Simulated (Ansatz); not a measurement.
How much do the gradients of SnO2 depend on the method?

Cell: a Materials Project structure (computed, not necessarily an observed phase), whose atoms a relaxation with PBE at fixed cell left in place.

```
Sn O
1.0
     4.76482    0.00000    0.00000
     0.00000    4.76482    0.00000
     0.00000    0.00000    3.20750
Sn O
2 4
Direct
  0.50000 0.50000 0.50000
  0.00000 0.00000 0.00000
  0.19403 0.80597 0.50000
  0.80597 0.19403 0.50000
  0.30597 0.30597 0.00000
  0.69403 0.69403 0.00000
```

Atom numbers follow the list; atoms alike are taken as one site, whose name carries the number of the first.

First run. Level of theory: DFT, PBE, plane waves and PAW, scalar-relativistic, 420 eV cutoff, Γ-centred 7×7×10 k-points, Fermi–Dirac smearing 0.01 eV (Ansatz 0.2.0).

| site | atom | V_zz (10²¹ V/m²) | η |
| --- | --- | --- | --- |
| Sn | 1 | 5.50 | 0.71 |
| O | 3 | -10.81 | 0.13 |

Second run. The same atoms and settings, except that the functional is r2SCAN and the cutoff is 500 eV.

(1) Given the first result, estimate the second.

## Answers

(1) 

```
site  atom    V_zz     η  change of V_zz
  Sn     1    5.45  0.69           -0.05
   O     3  -10.53  0.11           +0.28
```

The largest change of V_zz is on O, from -10.81 to -10.53. In per cent, |V_zz| changes by -1 on Sn, -3 on O (all sites that start above 0.5). Isomer shifts (Sn against SnO₂, from the density at the nucleus and a line fitted to measured compounds for each functional; the lines scatter by about 0.1 mm/s, so smaller changes between functionals mean little): Sn -0.01 → 0.00 mm/s.

For the first run: At this cell the PBE pressure is 7 GPa, so with PBE the cell would grow if it were relaxed. The entry's cell may itself be off. Without spin–orbit coupling (the program notes it for Sn) the gradients can shift somewhat, as the gap is small.
For the second run: Without spin–orbit coupling (the program notes it for Sn) the gradients are little affected as a rule: paired runs on crystals with a gap mostly move them by under 2 % at such atoms. With these PAW files V_zz is typically within 2 to 3 % of all-electron values, but misses above 10 % occur on Sn.
